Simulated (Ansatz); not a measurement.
TiSi (CsCl type, Pm-3m) under volume change, plane-wave PAW r²SCAN (Ansatz code), scaled uniformly.

```
V (Å³/atom)  E − E(relaxed) (meV/atom)  P (GPa)
-----------  -------------------------  -------
13.547                               ?        ?
13.993                            24.2     9.22
14.440                             5.7     4.20
14.886                             0.0     0.00
15.333                               ?        ?
15.780                            20.1    -6.89
16.226                            43.3    -9.63
```

**Question.** Complete the blanks.

**Answer.** 
- 15.333, E − E(relaxed) (meV/atom): 5.3
- 15.333, P (GPa): -3.69
- 13.547, E − E(relaxed) (meV/atom): 58.0
- 13.547, P (GPa): 15.17

**Question.** What does a third-order Birch–Murnaghan fit give for V₀, B₀ and B′?

**Answer.** V₀ = 14.88 Å³/atom, B₀ = 133 GPa, B′ = 4.1.

The cell is a constructed one: a structure type filled with these elements; neither database checked (COD, Materials Project) lists it. COD files the formula under space group No. 25, so this cell is another polymorph or a model. Whether it is the stable phase at ambient conditions was not checked. The cell was relaxed with r²SCAN under the symmetry of its start. At this level the phase is mechanically unstable. No spin polarisation was allowed.

Potentials: the later of the program's two PAW sets.
